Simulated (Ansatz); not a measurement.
C in space group P4_2/ncm (No. 138; C on 8i, C on 4b) at seven volumes, DFT-PBE in the program Ansatz with PAW potentials, shape and atoms relaxed at each. One row is withheld.

```csv
V (Å³/atom),P (GPa)
5.422,45.30
5.600,28.00
5.779,13.00
5.958,0.00
6.136,-11.27
6.315,?
6.494,-29.52
```

### Question
Fit the shown pressures and predict the withheld one.

### Answer
P = (3/2)B₀(x^(7/2) − x^(5/2))[1 + (3/4)(B′ − 4)(x − 1)] with x = (V₀/V)^(2/3). Least squares on the six rows gives V₀ = 5.958 Å³/atom, B₀ = 403 GPa, B′ = 3.76. At V = 6.315, x = 0.9619 and P = -21.02 GPa. The run itself gave -21.05 GPa.

The start of the workflow was typed in or built on a structure type; neither database checked (COD, Materials Project) lists it. It is not the phase usual at ambient conditions (space group No. 194, 227). The PBE relaxation kept the symmetry of its start; its stability against distortions is not shown here.

Potentials: the earlier of the program's two PAW sets.
